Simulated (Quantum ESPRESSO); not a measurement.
Band energies of RbHgF3

```
RbHgF3
1.0
    4.54922     0.00000     0.00000
    0.00000     4.54922     0.00000
    0.00000     0.00000     4.54922
F Rb Hg
3 1 1
Direct
  0.50000   0.00000   0.50000
  0.00000   0.50000   0.50000
  0.50000   0.50000   0.00000
  0.00000   0.00000   0.00000
  0.50000   0.50000   0.50000
```

PBEsol (pw.x of Quantum ESPRESSO, ONCV potentials, no spin-orbit coupling); path ΓXMΓRX,MR; energies in eV from the valence-band maximum.

```csv
k (1/Å),point,band 21,band 22,band 23,band 24,band 25,band 26,band 27,band 28
0.00,Γ,-2.46,-2.46,-2.41,-2.41,-2.41,0.46,6.92,7.26
0.46,,-2.49,-2.49,-2.20,-2.12,-2.12,2.29,6.37,7.77
0.69,X,-2.50,-2.50,-2.09,-2.02,-2.02,3.11,5.90,7.96
0.92,,-2.49,-2.39,-2.04,-2.03,-1.35,3.29,6.16,8.16
1.38,M,-2.13,-2.12,-2.08,-2.08,0.00,4.29,7.64,7.64
1.97,,-2.40,-2.36,-2.31,-2.30,-1.70,1.80,6.98,7.69
2.36,Γ,-2.46,-2.46,-2.41,-2.41,-2.41,0.46,6.92,7.26
2.70,,-2.40,-2.39,-2.39,-2.09,-2.09,1.51,7.12,7.61
3.21,,-2.15,-2.07,-2.07,-0.51,-0.51,4.30,7.04,7.04
3.55,R,-1.98,-1.98,-1.98,0.00,0.00,5.57,6.44,6.44
3.83,,-2.07,-2.06,-2.01,-0.51,-0.19,4.68,6.71,6.90
4.25,,-2.46,-2.19,-2.06,-2.02,-1.30,3.37,6.25,8.28
4.53,X,-2.50,-2.50,-2.09,-2.02,-2.02,3.11,5.90,7.96
4.53,M,-2.13,-2.12,-2.08,-2.08,0.00,4.29,7.64,7.64
4.70,,-2.12,-2.10,-2.07,-2.07,0.00,4.38,7.41,7.41
5.22,R,-1.98,-1.98,-1.98,0.00,0.00,5.57,6.44,6.44
```

The PBEsol gap is indirect, 0.46 eV, from R to Γ; the smallest direct gap is 2.86 eV.

Spin-orbit coupling is left out, which matters for elements this heavy: edges can move by tenths of an eV. The cell is held in this high symmetry; tilts and polar distortions were not searched.

Geometry of the Materials Project entry, not relaxed at this level.
